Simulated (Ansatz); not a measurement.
YSiNO₂:
```
YSiNO2
1.0
    3.57798     0.00000     0.00000
    0.00000     3.57798     0.00000
    0.00000     0.00000     3.69672
Y Si N O
1 1 1 2
Direct
  0.00000   0.00000   0.50000
  0.50000   0.50000   0.00000
  0.50000   0.50000   0.50000
  0.50000   0.00000   0.00000
  0.00000   0.50000   0.00000
```

Relaxed with r²SCAN. Special points in fractions of this cell's reciprocal vectors: Γ (0.000, 0.000, 0.000); X (0.000, 0.500, 0.000); M (0.500, 0.500, 0.000); Z (0.000, 0.000, 0.500); R (0.000, 0.500, 0.500); A (0.500, 0.500, 0.500).

Question: List the band energies nearest the valence-band maximum at these points for DFT-r²SCAN in the program Ansatz with PAW potentials.

Answer: In eV from the valence-band maximum; about four levels below and three above (degenerate sets whole), none deeper than 8.9 eV; points with the same levels are listed once.

```tsv
k	below	above
Γ	-3.60 -3.60 -1.59 -0.55 -0.55	2.08 2.29 3.48
X	-4.83 -3.43 -2.61 -1.87	4.55 4.70 5.80
M	-5.06 -2.42 -1.85 -1.85	5.11 5.74 6.62 6.62
Z	-3.99 -3.99 -1.76 -1.76	4.49 4.72 4.76
R	-4.33 -3.31 -3.08 -0.69	4.93 5.36 6.63
A	-2.51 -2.27 0.00 0.00	3.91 3.91 5.72
```

Space group P4/mmm. The start of the workflow was typed in or built on a structure type; neither database checked (COD, Materials Project) lists it. COD files the formula under space group No. 15, 63, so this cell is another polymorph or a model. Whether it is the stable phase at ambient conditions was not checked. The cell was relaxed with r²SCAN under the symmetry of its start; whether a distortion lowers the energy is not shown. No spin polarisation was allowed. Spin–orbit coupling is left out wherever it is not named.

Potentials: the earlier of the program's two PAW sets.
